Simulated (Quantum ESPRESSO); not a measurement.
# Si4O6FN: input and log of a self-consistent run

Computed values, not a measurement. The program is pw.x of Quantum ESPRESSO 7.5 (plane-wave density functional theory). The cell is made up: 12 atoms on a rutile lattice, with randomly drawn elements, strain and displacements, not relaxed. PseudoDojo standard norm-conserving files (v0.5 for PBE, v0.4.1 for LDA and PBEsol) set the functional; there is no spin polarisation, spin-orbit coupling or dispersion term, and the masses in the input are unused placeholders.

Input:

```
&control calculation='scf', pseudo_dir='./dojo.nc.sr.pbe.v0_5.standard.upf', outdir='./o', disk_io='medium', tprnfor=.true., tstress=.true. /
&system ibrav=0, nat=12, ntyp=4, nbnd=38, ecutwfc=84.00895049, nosym=.true., tot_charge=0,
 occupations='smearing', smearing='fd', degauss=0.0018374661
/
&electrons conv_thr=7.350e-09, electron_maxstep=60, /
ATOMIC_SPECIES
F 1.0 F.upf
N 1.0 N.upf
O 1.0 O.upf
Si 1.0 Si.upf
CELL_PARAMETERS angstrom
4.2645 -0.0222 0.0056
-0.0222 4.3114 0.0728
0.0072 0.0944 5.3699
ATOMIC_POSITIONS angstrom
Si -0.1435 -0.0764 -0.1864
Si 2.238 2.2839 1.35
Si 0.0656 -0.0176 2.588
Si 2.1065 1.9847 4.2108
O 1.409 1.3184 0.0815
O 2.9814 2.9409 -0.0386
O 3.3747 0.8389 1.4534
F 0.86 3.3013 1.4929
O 1.3264 1.1638 2.7109
N 3.032 3.138 2.7831
O 3.3685 0.9286 3.9586
O 0.8556 3.4956 4.1367
K_POINTS automatic
5 5 4 1 1 1
```

The log is shortened where brackets say so; the opening notice, blank lines, dates and the lines on written files are dropped, and the path of the files is cut. It prints rydbergs, bohrs and kilobars, and counts compression as positive stress. With no partly filled state, the Fermi energy that it prints is only some level between the filled and the empty states on the mesh, and need not lie in the true gap.

```
     Program PWSCF v.7.5
     Parallel version (MPI & OpenMP), running on       1 processor cores
     Number of MPI processes:                 1
     Threads/MPI process:                     1
     [start-up lines left out]
     bravais-lattice index     =            0
     lattice parameter (alat)  =       8.0589  a.u.
     unit-cell volume          =     666.0515 (a.u.)^3
     number of atoms/cell      =           12
     number of atomic types    =            4
     number of electrons       =        64.00
     number of Kohn-Sham states=           38
     kinetic-energy cutoff     =      84.0090  Ry
     charge density cutoff     =     336.0358  Ry
     scf convergence threshold =      7.3E-09
     mixing beta               =       0.7000
     number of iterations used =            8  plain     mixing
     Exchange-correlation= PBE
                           (   1   4   3   4   0   0   0)
     [axes and pseudopotential details left out]
   Cartesian axes
     site n.     atom                  positions (alat units)
         1        Si     tau(   1) = (  -0.0336494  -0.0179151  -0.0437091  )
         2        Si     tau(   2) = (   0.5247902   0.5355533   0.3165624  )
         3        Si     tau(   3) = (   0.0153826  -0.0041270   0.6068619  )
         4        Si     tau(   4) = (   0.4939547   0.4653937   0.9873934  )
         5        O      tau(   5) = (   0.3303974   0.3091525   0.0191110  )
         6        O      tau(   6) = (   0.6991106   0.6896137  -0.0090513  )
         7        O      tau(   7) = (   0.7913358   0.1967142   0.3408088  )
         8        F      tau(   8) = (   0.2016620   0.7741241   0.3500712  )
         9        O      tau(   9) = (   0.3110285   0.2729003   0.6356808  )
        10        N      tau(  10) = (   0.7109758   0.7358318   0.6526111  )
        11        O      tau(  11) = (   0.7898819   0.2177481   0.9282549  )
        12        O      tau(  12) = (   0.2006302   0.8196857   0.9700177  )
     number of k points=    50  Fermi-Dirac smearing, width (Ry)=  0.0018
                       cart. coord. in units 2pi/alat
        k(    1) = (   0.1003826   0.0977856   0.0974164), wk =   0.0400000
        k(    2) = (   0.1001043   0.0944307   0.2960159), wk =   0.0400000
     [further k points left out]
     Dense  grid:    69319 G-vectors     FFT dimensions: (  48,  48,  60)
     Estimated max dynamical RAM per process >      98.62 MB
     Initial potential from superposition of free atoms
     starting charge      63.9975, renormalised to      64.0000
     Starting wfcs are   48 randomized atomic wfcs
     total cpu time spent up to now is       17.3 secs
     per-process dynamical memory:    66.1 Mb
     Self-consistent Calculation
     iteration #  1     ecut=    84.01 Ry     beta= 0.70
     Davidson diagonalization with overlap
     ethr =  1.00E-02,  avg # of iterations =  2.9
     total cpu time spent up to now is       56.3 secs
     total energy              =    -301.62719591 Ry
     estimated scf accuracy    <       2.89217454 Ry
     iteration #  2     ecut=    84.01 Ry     beta= 0.70
     Davidson diagonalization with overlap
     ethr =  4.52E-03,  avg # of iterations =  3.0
     total cpu time spent up to now is       91.8 secs
     total energy              =    -301.58694424 Ry
     estimated scf accuracy    <       5.13245194 Ry
     iteration #  3     ecut=    84.01 Ry     beta= 0.70
     Davidson diagonalization with overlap
     ethr =  4.52E-03,  avg # of iterations =  2.0
     total cpu time spent up to now is      121.0 secs
     total energy              =    -302.81966571 Ry
     estimated scf accuracy    <       0.71979508 Ry
     iteration #  4     ecut=    84.01 Ry     beta= 0.70
     Davidson diagonalization with overlap
     ethr =  1.12E-03,  avg # of iterations =  2.0
     total cpu time spent up to now is      148.2 secs
     total energy              =    -302.84532593 Ry
     estimated scf accuracy    <       0.13027361 Ry
     iteration #  5     ecut=    84.01 Ry     beta= 0.70
     Davidson diagonalization with overlap
     ethr =  2.04E-04,  avg # of iterations =  2.6
     total cpu time spent up to now is      185.3 secs
     total energy              =    -302.85476306 Ry
     estimated scf accuracy    <       0.01820426 Ry
     [iterations 6 to 8 left out]
     iteration #  9     ecut=    84.01 Ry     beta= 0.70
     Davidson diagonalization with overlap
     ethr =  2.58E-08,  avg # of iterations =  3.9
     total cpu time spent up to now is      345.7 secs
     total energy              =    -302.85807016 Ry
     estimated scf accuracy    <       0.00001393 Ry
     iteration # 10     ecut=    84.01 Ry     beta= 0.70
     Davidson diagonalization with overlap
     ethr =  2.18E-08,  avg # of iterations =  2.0
     total cpu time spent up to now is      377.4 secs
     total energy              =    -302.85807161 Ry
     estimated scf accuracy    <       0.00000094 Ry
     iteration # 11     ecut=    84.01 Ry     beta= 0.70
     Davidson diagonalization with overlap
     ethr =  1.47E-09,  avg # of iterations =  3.8
     total cpu time spent up to now is      410.5 secs
     total energy              =    -302.85807185 Ry
     estimated scf accuracy    <       0.00000016 Ry
     iteration # 12     ecut=    84.01 Ry     beta= 0.70
     Davidson diagonalization with overlap
     ethr =  2.53E-10,  avg # of iterations =  2.0
     total cpu time spent up to now is      439.1 secs
     total energy              =    -302.85807185 Ry
     estimated scf accuracy    <       0.00000004 Ry
     iteration # 13     ecut=    84.01 Ry     beta= 0.70
     Davidson diagonalization with overlap
     ethr =  6.23E-11,  avg # of iterations =  3.0
     total cpu time spent up to now is      481.3 secs
     End of self-consistent calculation
          k = 0.1004 0.0978 0.0974 (  8638 PWs)   bands (ev):
   -17.5908 -12.2252 -10.1846  -9.7650  -8.9110  -8.6245  -7.8376  -2.7564
    -1.9886  -0.4769   0.5526   1.2788   1.6523   2.0322   2.8887   3.0418
     3.5628   3.8871   4.1515   4.5817   5.0552   5.3717   6.0993   6.6071
     6.8866   7.1807   7.4785   7.6253   8.9068   9.2765   9.6768  11.8951
    13.2198  15.7522  17.1162  17.4788  17.9750  18.4805
     [levels at the other k points left out]
     the Fermi energy is    12.5961 ev
!    total energy              =    -302.85807186 Ry
     estimated scf accuracy    <          6.9E-09 Ry
     smearing contrib. (-TS)   =      -0.00000000 Ry
     internal energy E=F+TS    =    -302.85807186 Ry
     The total energy is F=E-TS. E is the sum of the following terms:
     one-electron contribution =     -38.18578241 Ry
     hartree contribution      =      67.30986019 Ry
     xc contribution           =     -81.50796683 Ry
     ewald contribution        =    -250.47418280 Ry
     convergence has been achieved in  13 iterations
     Forces acting on atoms (cartesian axes, Ry/au):
     atom    1 type  4   force =    -0.03240442    0.07028341   -0.03109128
     atom    2 type  4   force =     0.13094112   -0.10866245    0.21514479
     atom    3 type  4   force =    -0.09577950    0.06010189    0.14365148
     atom    4 type  4   force =     0.10340384    0.19172418   -0.39025711
     atom    5 type  3   force =    -0.14165986   -0.09548684    0.16147674
     atom    6 type  3   force =    -0.00668688    0.01498167    0.08329115
     atom    7 type  3   force =     0.11269161   -0.04057982   -0.16435218
     atom    8 type  1   force =    -0.02610740    0.04173476   -0.08874382
     atom    9 type  3   force =    -0.00973231    0.06818466   -0.00964189
     atom   10 type  2   force =    -0.12081728   -0.15766569   -0.07653454
     atom   11 type  3   force =     0.11932028   -0.08061171    0.11292756
     atom   12 type  3   force =    -0.03316921    0.03599595    0.04412909
     Total force =     0.719357     Total SCF correction =     0.000185
     Computing stress (Cartesian axis) and pressure
          total   stress  (Ry/bohr**3)                   (kbar)     P=      124.92
   0.00088052  -0.00047870  -0.00031265          129.53      -70.42      -45.99
  -0.00047870   0.00030784  -0.00078005          -70.42       45.29     -114.75
  -0.00031265  -0.00078005   0.00135922          -45.99     -114.75      199.95
     init_run     :     15.75s CPU     17.15s WALL (       1 calls)
     electrons    :    438.96s CPU    464.07s WALL (       1 calls)
     forces       :      7.92s CPU      8.01s WALL (       1 calls)
     stress       :     29.17s CPU     29.25s WALL (       1 calls)
     [timing details left out]
     PWSCF        :   8m12.16s CPU   8m39.90s WALL
     JOB DONE.
```

In other units: free energy -4120.594 eV for the cell, pressure 12.49 GPa, largest force component 10.034 eV/Å. A rerun of the same cell at another strain at 1437 eV and a 7 x 7 x 6 mesh moved values by no more than 0.003 eV in energy, 0.04 GPa in stress and 0.002 eV/Å in force.